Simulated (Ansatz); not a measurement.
Cl in space group Pm-3m (No. 221; Cl on 1b) under volume change, DFT-r²SCAN in the program Ansatz with PAW potentials, scaled uniformly.

| V (Å³/atom) | E − E(relaxed) (meV/atom) | P (GPa) |
|---|---|---|
| 20.760 | 28.0 | 4.81 |
| 21.444 | 11.7 | 2.91 |
| 22.129 | 2.7 | 1.32 |
| 22.813 | 0.0 | 0.00 |
| 23.497 | 2.4 | -1.10 |
| 24.182 | 9.1 | -2.01 |
| 24.866 | 19.3 | -2.76 |

Task: What does a third-order Birch–Murnaghan fit give for V₀, B₀ and B′?

Result: V₀ = 22.81 Å³/atom, B₀ = 40.0 GPa, B′ = 5.2.

The cell is a constructed one: a structure type filled with these elements; neither database checked (COD, Materials Project) lists it. It is not the usual solid phase (space group No. 64). The cell was relaxed with r²SCAN under the symmetry of its start. At this level the phase is mechanically unstable. The substance is a gas or liquid at ambient conditions.

Potentials: the later of the program's two PAW sets.
